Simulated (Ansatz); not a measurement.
CuAu, in the lowest among the structures calculated here: P4/mmm (No. 123), tP2; a = 2.8815 Å, b = 2.8815 Å, c = 3.6148 Å, α = 90.00°, β = 90.00°, γ = 90.00°; Cu 1d (0.500, 0.500, 0.500); Au 1a (0.000, 0.000, 0.000). All values below come from PBE (plane waves to 420 eV, PAW, scalar-relativistic; Ansatz, a quantum-chemistry and plane-wave program). Element references, the lowest calculated here: Cu (Fm-3m), Au (Fm-3m).

Total energies (eV/atom, σ → 0; comparable only within this code, potentials and settings):

```
phase          E (eV/atom)
-------------  -----------
CuAu (P4/mmm)    -9887.303
Cu (Fm-3m)       -6625.175
Au (Fm-3m)      -13149.326
Cu3Au (Pm-3m)    -8256.253
```

Q: What is the formation energy of this P4/mmm form of CuAu from the elements?

A: E_f = -9887.303 − [1 × (-6625.175) + 1 × (-13149.326)] / 2 = -0.05 eV/atom (-0.1 eV per formula unit).

Static energies, no anion corrections, no zero-point energy. Values are rounded to 0.01 eV/atom. Spin-orbit coupling is missing from these energies, which matters for elements this heavy. The compounds carry no spin polarisation.
